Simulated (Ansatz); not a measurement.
The elements of this relaxed trial crystal are hidden behind letters.

```
lattice vectors (Å)
   4.3969    0.0000    0.0000
   0.0000    4.3969    0.0000
   0.0000    0.0000    4.3969
fractional positions
X 0.0000 0.5000 0.0000
X 0.0000 0.0000 0.5000
X 0.5000 0.0000 0.0000
Z 0.0000 0.0000 0.0000
```

Theory: DFT PBE, scalar-relativistic, plane waves, PAW in Ansatz. The final run on the 4-atom cell used 420 eV, a Γ-centred 10×10×10 mesh, 0.10 eV smearing and no spin polarisation.

- Space group: Pm-3m (No. 221)
- Conventional cell: a = 4.397 Å
- Volume per atom: 21.25 Å³
- Density: 10.73 g/cm³
- Energy over the elements: −0.09 eV/atom
- Gap on the 10×10×10 mesh of the 4-atom cell: 0 eV (a metal)

Energies are uncorrected and count from the elements' standard states at the same level.

Q: X is a d-block element of period 6 and Z is a p-block element of period 2. Which elements are they?

A: X = Hf, Z = N, so the formula is Hf3N, here in the anti-ReO3 type. Density times volume gives a mean mass of 10.73 × 21.25/1.6605 = 137.3 u per atom, and this set has 137.4 u. Among the elements that the hints allow, noble gases aside, only these give it. Hf has 2 N at 2.20 Å and 8 Hf at 3.11 Å; around N lie 6 Hf at 2.20 Å.

Spin–orbit coupling, which can matter for Hf, is left out. The cell is a metal run without spin; a magnetic state may lie lower. Symmetry constrained the relaxation, so the result can be a saddle point.
